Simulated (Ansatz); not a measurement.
## What DFT gives for LiSc12

```
CELL_PARAMETERS angstrom
0.00000 0.00000 5.32215
4.79906 -4.79906 2.66107
4.79906 4.79906 -2.66107
ATOMIC_POSITIONS crystal
Li 0.00000 0.00000 0.00000
Sc 0.00000 0.36000 0.36000
Sc 0.36000 0.64000 0.36000
Sc 0.00000 0.64000 0.64000
Sc 0.64000 0.36000 0.64000
Sc 0.50000 0.78000 0.78000
Sc 0.28000 0.22000 0.78000
Sc 0.50000 0.22000 0.22000
Sc 0.72000 0.78000 0.22000
Sc 0.50000 0.00000 0.50000
Sc 0.50000 0.50000 0.00000
Sc 0.00000 0.00000 0.50000
Sc 0.00000 0.50000 0.00000
```

The numbers come from plane-wave PAW DFT (Ansatz): r2SCAN, no spin polarisation, 500 eV, 7×7×7 Γ-centred k points, fermi-dirac occupations (width 0.0239 eV). Nothing was relaxed.

- At the Fermi level: It is a metal, with about 19 states/eV a cell as the mean within 0.25 eV of the Fermi level, mostly Sc d (89 %).
- Charges: Bader charges in e: Li +0.85, Sc -0.72 to +0.56. In the mean Li gives up most and Sc takes most.
- Contacts: Sc–Sc at 2.66 Å: least valence density 0.20 e/Å³ and ELF 0.07 there. Li–Sc at 3.40 Å: least valence density 0.06 e/Å³ and ELF 0.08 there. These are pseudo-fields; inside the PAW spheres they differ from the all-electron ones.
- Stress: The pressure is 25.7 GPa (compression positive), so with the atoms held at these fractions the cell would first expand; the forces are large, so a full relaxation may end otherwise. The principal stresses 24.7, 24.7, 27.5 GPa differ, so its shape would change too.
- Forces: The largest is on Sc8 (and as large on other atoms): 1.02 eV/Å, components (-1.02, 0.00, 0.00). It makes 96° with the line to a nearest neighbour, Sc10 at 2.76 Å.

Origin: a known structure type with other elements, at an estimated volume, so it need not be a known compound. Caveats: many states at the Fermi level without spin polarisation, so a magnetic state may lie lower; atoms or cell far from equilibrium.
